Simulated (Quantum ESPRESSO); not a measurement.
## GaNGe6 (a curve over one atom's position)

Computed values, not a measurement. The program is pw.x of Quantum ESPRESSO 7.5 (plane-wave density functional theory). The cell is made up: 8 atoms on a zincblende/diamond lattice, with randomly drawn elements, strain and displacements, not relaxed. PseudoDojo standard norm-conserving files (v0.5 for PBE, v0.4.1 for LDA and PBEsol) set the functional; there is no spin polarisation, spin-orbit coupling or dispersion term, and the masses in the input are unused placeholders.

Seven runs move atom 8 (Ge, counted in the order of the input) along z and keep all else fixed.

Input of the run at -0.0114:

```
&control calculation='scf', pseudo_dir='./dojo.nc.sr.pbe.v0_5.standard.upf', outdir='./o', disk_io='low', tprnfor=.true., tstress=.true. /
&system ibrav=0, nat=8, ntyp=3, nbnd=61, ecutwfc=84.00895049, nosym=.true., tot_charge=0,
 occupations='smearing', smearing='fd', degauss=0.0073498644
/
&electrons conv_thr=7.350e-09, electron_maxstep=60, /
ATOMIC_SPECIES
Ga 1.0 Ga.upf
Ge 1.0 Ge.upf
N 1.0 N.upf
CELL_PARAMETERS angstrom
5.7343 0.0 0.0
0.0 5.7343 0.0
0.0 0.0 5.7343
ATOMIC_POSITIONS angstrom
Ga -0.0117 0.0649 0.0953
N -0.1212 2.7276 2.878
Ge 2.7922 0.0989 3.0477
Ge 2.7937 2.864 0.0178
Ge 1.4363 1.4894 1.5381
Ge 1.3354 4.2197 4.3309
Ge 4.2531 1.3507 4.3976
Ge 4.1545 4.2791 1.3918
K_POINTS automatic
6 6 6 1 1 1
```

| shift of atom 8 along z (Å) | free energy less that of the input shown (eV) | Fx on atom 8 (eV/Å) | Fy on atom 8 (eV/Å) | Fz on atom 8 (eV/Å) | pressure (GPa) | iterations |
| --- | --- | --- | --- | --- | --- | --- |
| -0.1662 | 0.2818 | 1.239 | 0.793 | 2.265 | -3.04 | 11 |
| -0.1037 | 0.1512 | 1.213 | 0.578 | 1.910 | -3.30 | 11 |
| -0.0736 | 0.0964 | 1.209 | 0.474 | 1.734 | -3.41 | 11 |
| -0.0550 | 0.0651 | 1.210 | 0.409 | 1.624 | -3.47 | 11 |
| -0.0358 | 0.0351 | 1.212 | 0.342 | 1.510 | -3.53 | 11 |
| -0.0114 | 0.0000 | 1.218 | 0.257 | 1.363 | -3.60 | 11 |
| +0.1810 | -0.1497 | 1.380 | -0.438 | 0.192 | -3.91 | 12 |

A cubic fit gives dFz/dz = -6.05 eV/Å² at zero shift. Across the table the free energy follows the integral of the force to within 0.1 meV. A rerun of one of the cells at 1437 eV and a 8 x 8 x 8 mesh moved values by no more than 0.004 eV in energy, 0.02 GPa in stress and 0.006 eV/Å in force.